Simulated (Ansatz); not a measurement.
Au (hcp (Mg type), space group No. 194) under volume change, DFT-PBEsol in the program Ansatz with PAW potentials, shape and atoms relaxed at each volume.

| V (Å³/atom) | E − E(relaxed) (meV/atom) | P (GPa) |
|---|---|---|
| 15.499 | 91.9 | 21.35 |
| 16.010 | 37.9 | 12.75 |
| 16.521 | 8.8 | 5.73 |
| 17.032 | 0.0 | 0.00 |
| 17.543 | 7.7 | -4.68 |
| 18.054 | 28.8 | -8.43 |
| 18.565 | 60.7 | -11.42 |

Task: What does a third-order Birch–Murnaghan fit give for V₀, B₀ and B′?

Result: V₀ = 17.03 Å³/atom, B₀ = 172 GPa, B′ = 5.9.

Space group P6_3/mmc (hcp (Mg type)). The workflow started from an entry of the Crystallography Open Database (COD), which files this formula under 2 space groups. It is not the phase usual at ambient conditions (space group No. 225). Symmetry was held in the PBEsol relaxation; of distortions, only those at the zone centre were tested. Scalar-relativistic: spin–orbit coupling is off unless named, which matters more the heavier the elements.

Potentials: the earlier of the program's two PAW sets.
